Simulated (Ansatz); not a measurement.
# Step by step: Sr, 30 steps of 2.0 fs from 500 K

The calculation used DFT, LDA, all-electron LAPW, scalar-relativistic (Ansatz 0.2.0).

Command: `ansatz run input.yaml --threads 2 --pin off --max-ram 4096MiB --backend cpu --events-out ev --progress --plain --runs-dir out` The run took 2.4 min on 2 threads of Intel(R) Xeon(R) 6975P-C (Granite Rapids), on a shared host.

```yaml
crystal:
  lattice:
    - [-4.8044273786, 4.8044273786, 4.8044273786]
    - [4.8044273786, -4.8044273786, 4.8044273786]
    - [2.4022136893, 2.4022136893, -2.4022136893]
  atoms:
    - { symbol: Sr, position: [0.0, 0.0, 0.0] }
    - { symbol: Sr, position: [0.0, 0.5, 0.0] }
    - { symbol: Sr, position: [0.5, 0.0, 0.0] }
    - { symbol: Sr, position: [0.5, 0.5, 0.0] }
kpoints:
  mp_grid: { grid: [3, 3, 6] }
scf:
  occupations: { method: fermi_dirac, width: 0.08 }
hamiltonian:
  xc: lda
  pseudopotentials: { kind: all_electron, lapw: { basis_error: 0.001 } }
output:
  forces: true
  stress: true
md:
  timestep: 2.0
  n_steps: 30
  ensemble: nve
  temperature: 500
  initial_velocities: maxwell_boltzmann
  seed: 966457
```

Structure from Materials Project entry mp-95 (possibly hypothetical).

Each frame lists Cartesian positions (Å) and forces (eV/Å). Free energies count from the first step, -345677.1730 eV.

Step 0 (t = 0.0 fs): E = 0.0 meV, T = 500 K, conserved energy 0.0 meV

```
Sr    0.0000    0.0000    0.0000     0.000   0.000   0.000
Sr    2.4022   -2.4022    2.4022     0.000   0.000   0.000
Sr   -2.4022    2.4022    2.4022     0.000   0.000   0.000
Sr    0.0000    0.0000    4.8044     0.000   0.000   0.000
```

Step 1 (t = 2.0 fs): E = +0.1 meV, T = 500 K, conserved energy 0.0 meV

```
Sr    0.0002    0.0017   -0.0108     0.004   0.002   0.012
Sr    2.4012   -2.4012    2.4047    -0.002   0.003  -0.005
Sr   -2.4013    2.3996    2.4073     0.001  -0.001  -0.007
Sr   -0.0001   -0.0001    4.8076    -0.002  -0.004   0.000
```

Step 2 (t = 4.0 fs): E = +0.3 meV, T = 499 K, conserved energy 0.0 meV

```
Sr    0.0003    0.0035   -0.0215     0.007   0.005   0.025
Sr    2.4002   -2.4003    2.4072    -0.005   0.006  -0.011
Sr   -2.4004    2.3969    2.4124     0.002  -0.002  -0.014
Sr   -0.0001   -0.0001    4.8108    -0.004  -0.009   0.000
```

Step 3 (t = 6.0 fs): E = +0.8 meV, T = 498 K, conserved energy 0.0 meV

```
Sr    0.0005    0.0052   -0.0323     0.011   0.007   0.037
Sr    2.3992   -2.3993    2.4097    -0.007   0.008  -0.016
Sr   -2.3995    2.3943    2.4174     0.002  -0.003  -0.020
Sr   -0.0002   -0.0002    4.8140    -0.006  -0.013  -0.001
```

Step 4 (t = 8.0 fs): E = +1.3 meV, T = 497 K, conserved energy 0.0 meV

```
Sr    0.0007    0.0070   -0.0430     0.015   0.010   0.049
Sr    2.3981   -2.3983    2.4121    -0.009   0.011  -0.022
Sr   -2.3985    2.3916    2.4225     0.003  -0.004  -0.027
Sr   -0.0003   -0.0003    4.8172    -0.009  -0.017  -0.001
```

Step 5 (t = 10.0 fs): E = +2.1 meV, T = 495 K, conserved energy 0.0 meV

```
Sr    0.0009    0.0087   -0.0537     0.019   0.012   0.062
Sr    2.3971   -2.3973    2.4146    -0.012   0.014  -0.027
Sr   -2.3976    2.3889    2.4275     0.004  -0.005  -0.034
Sr   -0.0004   -0.0004    4.8204    -0.011  -0.021  -0.001
```

Step 6 (t = 12.0 fs): E = +3.0 meV, T = 492 K, conserved energy 0.0 meV

```
Sr    0.0011    0.0105   -0.0644     0.022   0.014   0.074
Sr    2.3961   -2.3963    2.4171    -0.014   0.017  -0.032
Sr   -2.3967    2.3863    2.4325     0.005  -0.005  -0.040
Sr   -0.0004   -0.0004    4.8236    -0.013  -0.025  -0.001
```

Step 7 (t = 14.0 fs): E = +4.1 meV, T = 490 K, conserved energy 0.0 meV

```
Sr    0.0013    0.0122   -0.0750     0.026   0.017   0.086
Sr    2.3950   -2.3953    2.4195    -0.016   0.019  -0.038
Sr   -2.3958    2.3836    2.4375     0.005  -0.006  -0.047
Sr   -0.0005   -0.0005    4.8268    -0.015  -0.030  -0.001
```

Step 8 (t = 16.0 fs): E = +5.3 meV, T = 486 K, conserved energy 0.0 meV

```
Sr    0.0015    0.0140   -0.0856     0.030   0.019   0.098
Sr    2.3940   -2.3943    2.4219    -0.019   0.022  -0.043
Sr   -2.3949    2.3810    2.4425     0.006  -0.007  -0.054
Sr   -0.0006   -0.0007    4.8300    -0.017  -0.034  -0.002
```

Step 9 (t = 18.0 fs): E = +6.7 meV, T = 483 K, conserved energy 0.0 meV

```
Sr    0.0017    0.0158   -0.0962     0.033   0.021   0.110
Sr    2.3929   -2.3933    2.4243    -0.021   0.025  -0.048
Sr   -2.3939    2.3783    2.4475     0.007  -0.008  -0.060
Sr   -0.0007   -0.0008    4.8332    -0.019  -0.038  -0.002
```

Step 10 (t = 20.0 fs): E = +8.2 meV, T = 479 K, conserved energy 0.0 meV

```
Sr    0.0020    0.0176   -0.1067     0.037   0.024   0.122
Sr    2.3919   -2.3923    2.4267    -0.023   0.027  -0.053
Sr   -2.3930    2.3756    2.4524     0.007  -0.009  -0.067
Sr   -0.0008   -0.0009    4.8364    -0.021  -0.042  -0.002
```

Step 11 (t = 22.0 fs): E = +9.9 meV, T = 475 K, conserved energy 0.0 meV

```
Sr    0.0022    0.0194   -0.1172     0.040   0.026   0.134
Sr    2.3908   -2.3912    2.4291    -0.025   0.030  -0.058
Sr   -2.3921    2.3730    2.4573     0.008  -0.010  -0.073
Sr   -0.0010   -0.0011    4.8396    -0.023  -0.046  -0.002
```

Step 12 (t = 24.0 fs): E = +11.7 meV, T = 470 K, conserved energy 0.0 meV

```
Sr    0.0025    0.0212   -0.1276     0.044   0.028   0.145
Sr    2.3897   -2.3902    2.4314    -0.028   0.033  -0.063
Sr   -2.3911    2.3703    2.4622     0.009  -0.011  -0.079
Sr   -0.0011   -0.0013    4.8428    -0.025  -0.050  -0.003
```

Step 13 (t = 26.0 fs): E = +13.6 meV, T = 465 K, conserved energy 0.0 meV

```
Sr    0.0028    0.0230   -0.1379     0.047   0.030   0.157
Sr    2.3886   -2.3891    2.4337    -0.030   0.035  -0.068
Sr   -2.3902    2.3676    2.4671     0.009  -0.011  -0.086
Sr   -0.0012   -0.0015    4.8460    -0.027  -0.054  -0.003
```

Step 14 (t = 28.0 fs): E = +15.7 meV, T = 460 K, conserved energy 0.0 meV

```
Sr    0.0031    0.0248   -0.1482     0.051   0.032   0.168
Sr    2.3875   -2.3880    2.4360    -0.032   0.038  -0.073
Sr   -2.3892    2.3649    2.4719     0.010  -0.012  -0.092
Sr   -0.0014   -0.0017    4.8492    -0.029  -0.058  -0.004
```

Step 15 (t = 30.0 fs): E = +17.8 meV, T = 454 K, conserved energy 0.0 meV

```
Sr    0.0035    0.0267   -0.1584     0.054   0.034   0.180
Sr    2.3864   -2.3869    2.4382    -0.034   0.040  -0.078
Sr   -2.3883    2.3622    2.4766     0.010  -0.013  -0.098
Sr   -0.0016   -0.0020    4.8524    -0.031  -0.062  -0.004
```

Step 16 (t = 32.0 fs): E = +20.1 meV, T = 448 K, conserved energy 0.0 meV

```
Sr    0.0038    0.0285   -0.1685     0.058   0.037   0.191
Sr    2.3852   -2.3858    2.4404    -0.036   0.043  -0.083
Sr   -2.3873    2.3595    2.4813     0.011  -0.014  -0.104
Sr   -0.0017   -0.0023    4.8555    -0.033  -0.065  -0.004
```

Step 17 (t = 34.0 fs): E = +22.5 meV, T = 442 K, conserved energy 0.0 meV

```
Sr    0.0042    0.0304   -0.1785     0.061   0.039   0.202
Sr    2.3841   -2.3846    2.4426    -0.038   0.045  -0.088
Sr   -2.3864    2.3568    2.4860     0.011  -0.014  -0.109
Sr   -0.0019   -0.0026    4.8587    -0.035  -0.069  -0.005
```

Step 18 (t = 36.0 fs): E = +25.1 meV, T = 435 K, conserved energy 0.0 meV

```
Sr    0.0047    0.0323   -0.1884     0.065   0.041   0.213
Sr    2.3829   -2.3835    2.4448    -0.040   0.047  -0.092
Sr   -2.3854    2.3541    2.4906     0.012  -0.015  -0.115
Sr   -0.0021   -0.0029    4.8619    -0.036  -0.073  -0.005
```

Step 19 (t = 38.0 fs): E = +27.7 meV, T = 429 K, conserved energy 0.0 meV

```
Sr    0.0051    0.0342   -0.1983     0.068   0.043   0.223
Sr    2.3817   -2.3823    2.4468    -0.042   0.049  -0.097
Sr   -2.3845    2.3514    2.4952     0.012  -0.016  -0.121
Sr   -0.0024   -0.0033    4.8651    -0.038  -0.076  -0.006
```

Step 20 (t = 40.0 fs): E = +30.4 meV, T = 422 K, conserved energy 0.0 meV

```
Sr    0.0056    0.0362   -0.2080     0.071   0.044   0.234
Sr    2.3805   -2.3811    2.4489    -0.044   0.052  -0.101
Sr   -2.3835    2.3487    2.4997     0.013  -0.016  -0.126
Sr   -0.0026   -0.0037    4.8683    -0.040  -0.080  -0.006
```

Step 21 (t = 42.0 fs): E = +33.2 meV, T = 415 K, conserved energy 0.0 meV

```
Sr    0.0061    0.0381   -0.2177     0.074   0.046   0.244
Sr    2.3793   -2.3799    2.4509    -0.046   0.054  -0.106
Sr   -2.3825    2.3459    2.5042     0.013  -0.017  -0.131
Sr   -0.0029   -0.0042    4.8714    -0.042  -0.083  -0.007
```

Step 22 (t = 44.0 fs): E = +36.0 meV, T = 407 K, conserved energy 0.0 meV

```
Sr    0.0066    0.0401   -0.2272     0.077   0.048   0.254
Sr    2.3780   -2.3786    2.4529    -0.048   0.056  -0.110
Sr   -2.3815    2.3432    2.5086     0.014  -0.017  -0.137
Sr   -0.0031   -0.0046    4.8746    -0.043  -0.087  -0.007
```

Step 23 (t = 46.0 fs): E = +38.9 meV, T = 400 K, conserved energy 0.0 meV

```
Sr    0.0072    0.0421   -0.2367     0.080   0.050   0.264
Sr    2.3768   -2.3774    2.4548    -0.050   0.058  -0.114
Sr   -2.3805    2.3404    2.5130     0.014  -0.018  -0.142
Sr   -0.0034   -0.0052    4.8778    -0.045  -0.090  -0.008
```

Step 24 (t = 48.0 fs): E = +41.8 meV, T = 392 K, conserved energy 0.0 meV

```
Sr    0.0078    0.0441   -0.2460     0.083   0.052   0.273
Sr    2.3755   -2.3761    2.4566    -0.051   0.060  -0.118
Sr   -2.3795    2.3377    2.5172     0.014  -0.018  -0.147
Sr   -0.0037   -0.0057    4.8810    -0.046  -0.093  -0.009
```

Step 25 (t = 50.0 fs): E = +44.8 meV, T = 385 K, conserved energy 0.0 meV

```
Sr    0.0085    0.0461   -0.2552     0.086   0.053   0.283
Sr    2.3741   -2.3747    2.4584    -0.053   0.062  -0.122
Sr   -2.3785    2.3349    2.5215     0.014  -0.019  -0.151
Sr   -0.0041   -0.0063    4.8841    -0.048  -0.096  -0.009
```

Step 26 (t = 52.0 fs): E = +47.8 meV, T = 377 K, conserved energy 0.0 meV

```
Sr    0.0091    0.0482   -0.2642     0.089   0.055   0.292
Sr    2.3728   -2.3734    2.4602    -0.055   0.064  -0.126
Sr   -2.3775    2.3322    2.5256     0.014  -0.019  -0.156
Sr   -0.0044   -0.0070    4.8873    -0.049  -0.099  -0.010
```

Step 27 (t = 54.0 fs): E = +50.9 meV, T = 369 K, conserved energy 0.0 meV

```
Sr    0.0099    0.0503   -0.2732     0.092   0.056   0.301
Sr    2.3714   -2.3720    2.4619    -0.056   0.065  -0.130
Sr   -2.3765    2.3294    2.5297     0.015  -0.019  -0.161
Sr   -0.0048   -0.0077    4.8904    -0.051  -0.102  -0.011
```

Step 28 (t = 56.0 fs): E = +53.9 meV, T = 361 K, conserved energy 0.0 meV

```
Sr    0.0106    0.0524   -0.2820     0.095   0.058   0.310
Sr    2.3701   -2.3706    2.4635    -0.058   0.067  -0.133
Sr   -2.3755    2.3266    2.5337     0.015  -0.020  -0.165
Sr   -0.0052   -0.0084    4.8936    -0.052  -0.105  -0.011
```

Step 29 (t = 58.0 fs): E = +57.0 meV, T = 353 K, conserved energy 0.0 meV

```
Sr    0.0114    0.0545   -0.2907     0.097   0.059   0.318
Sr    2.3687   -2.3692    2.4651    -0.059   0.068  -0.137
Sr   -2.3744    2.3238    2.5377     0.015  -0.020  -0.169
Sr   -0.0056   -0.0092    4.8967    -0.053  -0.107  -0.012
```

Step 30 (t = 60.0 fs): E = +60.1 meV, T = 345 K, conserved energy 0.0 meV

```
Sr    0.0123    0.0567   -0.2992     0.100   0.060   0.326
Sr    2.3672   -2.3677    2.4667    -0.060   0.070  -0.140
Sr   -2.3734    2.3210    2.5415     0.015  -0.020  -0.173
Sr   -0.0061   -0.0100    4.8999    -0.054  -0.110  -0.013
```

What is the mean temperature over the last 16 frames?

402 K; so short a run of so small a cell isn't equilibrated.
